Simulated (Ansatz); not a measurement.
Crystals of one structure type (wurtzite) and one family of elements, relaxed and computed with PBEsol (plane waves, PAW; program Ansatz).

```json
[
 {"crystal": "BN", "V (Å³/atom)": "5.88", "B₀ by P(V) fit (GPa)": "385"},
 {"crystal": "GaN", "V (Å³/atom)": "11.37", "B₀ by P(V) fit (GPa)": "?"},
 {"crystal": "BP", "V (Å³/atom)": "11.54", "B₀ by P(V) fit (GPa)": "170"},
 {"crystal": "GaP", "V (Å³/atom)": "20.10", "B₀ by P(V) fit (GPa)": "84.5"},
 {"crystal": "AlP", "V (Å³/atom)": "20.46", "B₀ by P(V) fit (GPa)": "86.7"},
 {"crystal": "AlAs", "V (Å³/atom)": "22.84", "B₀ by P(V) fit (GPa)": "72.0"},
 {"crystal": "InP", "V (Å³/atom)": "25.37", "B₀ by P(V) fit (GPa)": "66.5"}
]
```

Problem. Fit a straight line to ln B₀ against ln V and predict the withheld value.

Solution. Least squares on the 6 shown rows: ln B₀ = -1.22 × ln V + (8.119), with a scatter of 2.0 %. For GaN this gives 173. The run itself gave 188, a miss of 8.0 % of that, well beyond the scatter: the line misses something about this case.

Not the usual ambient phase: BP, wurtzite; GaP, wurtzite; AlP, wurtzite; AlAs, wurtzite; InP, wurtzite. All cells were relaxed under the symmetry of their starts (and spin orders); stability against distortions was not tested throughout. Spin–orbit coupling is left out wherever it is not named.

Potentials: the later of the program's two PAW sets.
